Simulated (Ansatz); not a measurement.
AlRu$_{2}$C:
```yaml
crystal:
  lattice:
    - [2.87843, 0.00000, 0.00000]
    - [-1.43921, 2.49279, 0.00000]
    - [0.00000, 0.00000, 13.35352]
  atoms:
    - { symbol: Al, position: [0.66667, 0.33333, 0.25000] }
    - { symbol: Al, position: [0.33333, 0.66667, 0.75000] }
    - { symbol: Ru, position: [0.33333, 0.66667, 0.40410] }
    - { symbol: Ru, position: [0.66667, 0.33333, 0.59590] }
    - { symbol: Ru, position: [0.66667, 0.33333, 0.90410] }
    - { symbol: Ru, position: [0.33333, 0.66667, 0.09590] }
    - { symbol: C, position: [0.00000, 0.00000, 0.50000] }
    - { symbol: C, position: [0.00000, 0.00000, 0.00000] }
```

This is the r²SCAN-relaxed structure. Cartesian axes are those of the cell as given.

**Question.** All from DFT-r²SCAN in the program Ansatz with PAW potentials, unless another level is named. Predict the Young's modulus.

**Answer.** 209 GPa.

**Question.** And the elastic constants (relaxed ions, GPa)?

**Answer.** C11 = 304, C12 = 151, C13 = 192, C33 = 455, C44 = 70.2.

Space group P6_3/mmc. The start of the workflow was typed in or built on a structure type; neither database checked (COD, Materials Project) lists it. Its standing as an ambient phase is unchecked. Symmetry was held in the r²SCAN relaxation; whether a distortion lowers the energy is not shown. The run is not spin-polarised. As this level gives no gap, shear constants depend on the k-mesh and smearing (Fermi–Dirac, 0.1 eV here). On the denser mesh and wider smearing of the elastic run this cell carries a stress of 0.3 GPa.

Potentials: the later of the program's two PAW sets.
